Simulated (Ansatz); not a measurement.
Theory: DFT PBE, scalar-relativistic, plane waves, PAW in Ansatz. Settings of the last relaxation (12-atom cell): 420 eV, 6×6×4 k points, Gaussian smearing of 0.02 eV, no spin polarisation.

Formation energies are uncorrected and refer to the elements' standard structures at the same level. The references include black phosphorus.

Task: Give a relaxed trial structure of a trigonal semiconductor made of Al, Ga and P, with a gap near 1.7 eV, a formation energy near −0.59 eV/atom and a density near 2.59 g/cm³, in a cell of 12 atoms. Its symmetry should be P31m (No. 157).

Result: Al₅GaP₆, space group P31m (No. 157). Al on a site of symmetry m has 4 P at 2.38–2.39 Å; Al on a site of symmetry 3 is surrounded by 4 P at 2.38–2.39 Å; Ga is surrounded by 4 P at 2.39–2.40 Å; around P on a site of symmetry m lie 3 Al at 2.38–2.39 Å and 1 Ga at 2.39 Å; 2 more sites not described.

```xyz
12
Lattice="6.7322 0.0000 0.0000 -3.3661 5.8302 0.0000 0.0000 0.0000 6.3859" Properties=species:S:1:pos:R:3 pbc="T T T"
Al    1.1227    1.9445    6.3851
Al   -2.2434    3.8857    6.3851
Al    4.4868    0.0000    6.3851
Al    3.3661    1.9434    3.1934
Al    0.0000    3.8868    3.1934
Ga    0.0000    0.0000    3.2009
P     1.1233    1.9455    2.3915
P    -2.2428    3.8847    2.3915
P     4.4857    0.0000    2.3915
P     3.3661    1.9434    5.5848
P     0.0000    3.8868    5.5848
P     0.0000    0.0000    5.5964
```

| Quantity | Value |
| --- | --- |
| Volume per atom | 20.89 Å³ |
| Density | 2.59 g/cm³ |
| Formation energy | −0.593 eV/atom |
| Gap on the 6×6×4 mesh of the 12-atom cell | 1.74 eV |

The structure comes from a generated guess, relaxed at this level; another structure or a mixture of phases may lie lower. The answer needn't be unique; the calculation gave this one.

Kohn–Sham gaps at this level usually fall short of measured ones. The reference form of P is held partly by dispersion forces, which this level lacks. A structure relaxed within its symmetry needn't be a true minimum.
